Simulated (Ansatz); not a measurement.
## Ag (Fm-3m), random displacements

Method: DFT PBEsol, scalar-relativistic, plane waves, PAW (Ansatz). The runs took a 420 eV cutoff, a Γ-centred 10×10×10 mesh and Gaussian smearing (0.15 eV). No spin polarisation. Energies are free energies at this smearing, counted from the undisturbed cell; pressure is positive in compression.

The starting cell (as given, not relaxed at this level):

```
CELL_PARAMETERS angstrom
-4.08620 -4.08620 0.00000
0.00000 -4.08620 4.08620
-4.08620 0.00000 4.08620
ATOMIC_POSITIONS crystal
Ag 0.50000 0.00000 0.00000
Ag 0.00000 0.00000 0.00000
Ag 0.50000 0.50000 0.00000
Ag 0.00000 0.50000 0.00000
Ag 0.50000 0.00000 0.50000
Ag 0.00000 0.00000 0.50000
Ag 0.50000 0.50000 0.50000
Ag 0.00000 0.50000 0.50000
```

The atoms are displaced (Å, in the unstrained cell):

| atom | ux | uy | uz |
| --- | --- | --- | --- |
| Ag1 | -0.153 | 0.144 | 0.042 |
| Ag2 | 0.045 | -0.047 | -0.011 |
| Ag3 | 0.096 | 0.054 | 0.163 |
| Ag4 | -0.166 | -0.004 | -0.115 |
| Ag5 | 0.095 | -0.124 | 0.063 |
| Ag6 | 0.124 | -0.010 | -0.065 |
| Ag7 | -0.087 | 0.093 | -0.069 |
| Ag8 | 0.046 | -0.105 | -0.008 |

The cell is not strained.

(1) What are the energy change, the stress and the forces?

Results:

(1) ΔE = 73.8 meV/atom; stress (xx, yy, zz, yz, xz, xy; compression positive) (-0.43, 1.00, 0.87, -0.34, 0.19, 0.20) GPa.
| atom | Fx (eV/Å) | Fy | Fz |
| --- | --- | --- | --- |
| Ag1 | 0.09 | -0.75 | -0.64 |
| Ag2 | 0.67 | 0.08 | -0.09 |
| Ag3 | -0.40 | -1.01 | -1.15 |
| Ag4 | 1.24 | 0.00 | 0.40 |
| Ag5 | -0.47 | 0.96 | -0.42 |
| Ag6 | -1.07 | 0.45 | 0.47 |
| Ag7 | -0.11 | -0.66 | 0.75 |
| Ag8 | 0.05 | 0.93 | 0.68 |

Cost: 1 run of about 8.9 core-minutes, on Arm Neoverse V2 (shared hosts).